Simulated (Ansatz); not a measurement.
# What a change of settings does: Au

First run: DFT, PBEsol, all-electron LAPW, scalar-relativistic (Ansatz 0.2.0).

Command: `ansatz run input.yaml --threads 1 --pin off --max-ram 2048MiB --backend cpu --events-out ev --progress --plain --runs-dir out` It took 85 s on 1 thread of Arm Neoverse V1, on a shared host, peak memory 0.75 GiB.

```yaml
crystal:
  lattice:
    - [1.411309965, -2.555933025, 0.0]
    - [1.411309965, 2.555933025, 0.0]
    - [0.0, 0.0, 4.89316961]
  atoms:
    - { symbol: Au, position: [0.66532797, 0.33467203, 0.75] }
    - { symbol: Au, position: [0.33467203, 0.66532797, 0.25] }
kpoints:
  mp_grid: { grid: [12, 12, 6] }
scf:
  occupations: { method: fermi_dirac, width: 0.05 }
hamiltonian:
  xc: pbesol
  pseudopotentials: { kind: all_electron, lapw: { basis_error: 0.001 } }
output:
  forces: true
  stress: true
  eigenvalues: true
  populations: true
```

The cell is Materials Project entry mp-1008634, used as a structure alone.

It converges in 6 SCF iterations at a pressure of -5.25 GPa, largest force 0.006 eV/Å.

A second input differs as follows:

```diff
   occupations: { method: fermi_dirac, width: 0.05 }
+  max_iter: 50
 hamiltonian:
   populations: true
+magnetization:
+  spin_polarized: 2.5
```

Q: What is wrong with it, and what does the program do?

A: The change was made to test a value of the wrong type. The run is refused before any iteration. The log ends:
```
Error: YAML parse error: error: line 23 column 19: invalid boolean (strict mode expects true/false)
  --> <input>:23:19
   |
21 |   populations: true
22 | magnetization:
23 |   spin_polarized: 2.5
   |                   ^ invalid boolean (strict mode expects true/false)
```
